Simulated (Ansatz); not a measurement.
# Collinear states of TiCo

Computed with DFT r2SCAN, scalar-relativistic, plane waves, PAW in Ansatz.

```yaml
crystal:
  lattice:
    - [1.56164, 1.56164, 3.57625]
    - [1.56164, 3.57625, 1.56164]
    - [3.57625, 1.56164, 1.56164]
  atoms:
    - { symbol: Co, position: [0.00000, 0.00000, 0.00000] }
    - { symbol: Ti, position: [0.50000, 0.50000, 0.50000] }
```

* plane-wave cutoff: 500 eV
* Γ-centred k-mesh: 18×18×18
* occupation rule: Gaussian smearing, 0.1 eV
* list of starting moments (μB, in atom order): 2 0
* check for lower electronic states after the SCF: off

All runs keep this geometry, which stands near equilibrium for the lowest state (largest force there 0.000 eV/Å, pressure 0.0 GPa) and needn't be a stable compound; relaxing each order would shift the differences by some 6 meV/atom, going by the pressures and a bulk modulus of about 150 GPa. The large starts are 3.5 0 μB. r2SCAN tends to overstate moments in metals, so a weak moment here may be absent in the real material. Site moments are spin moments in atom-centred spheres that scale with the neighbour distance. The states are those that the runs reached from these starts; a lower one can exist. No antiferromagnetic start is among these.

```
                          start ends energy above lowest (meV/atom) site moments (μB) gap on mesh (eV) P (GPa)
                        no spin non-magnetic                            49.7      none over 0.05             metal     -4.5
                  ferromagnetic ferromagnetic                            0.00  Co +1.24, Ti -0.25             metal      0.0
large parallel starting moments ferromagnetic                            0.00  Co +1.24, Ti -0.25             metal      0.0
```